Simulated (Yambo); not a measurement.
G0W0@LDA for NaPF6 (space group Fm-3m, No. 225) in Yambo (2×2×2 mesh, 7 Ry block, plasmon pole, screening fixed), without a terminator:

```
bands N in G  gap Γ → Γ (eV)  shift of the valence edge (eV)
------------  --------------  ------------------------------
70                    12.423                          -2.654
113                   12.467                          -2.829
171                   12.534                          -2.975
```

Extrapolate both columns to infinite N with E(N) = E∞ + A/N, test the form, and compare with the terminator.

From two points, E∞ = (N2 E2 − N1 E1)/(N2 − N1). The two largest N give 12.66 eV for the gap and -3.26 eV for the shift; the two smallest give 12.54 eV and -3.11 eV. For the gap the slopes A are -8.1 and -22 eV: the form isn't reached, and its limit is uncertain. For the shift the slopes A are 32 and 49 eV: the form isn't reached, and its limit is uncertain. With the Bruneval-Gonze terminator and 171 bands the run gives 12.64 eV and -3.22 eV, 0.02 eV and 0.04 eV from the extrapolated values: the terminator too is an estimate of the remainder. Block, mesh and the bands in W are held fixed.

Geometry of the Materials Project entry, not relaxed at this level; primitive cell a = 5.451 Å, b = 5.451 Å, c = 5.451 Å, α = 60.00°, β = 60.00°, γ = 60.00°.

A shift is the quasiparticle energy of the state minus its LDA energy.
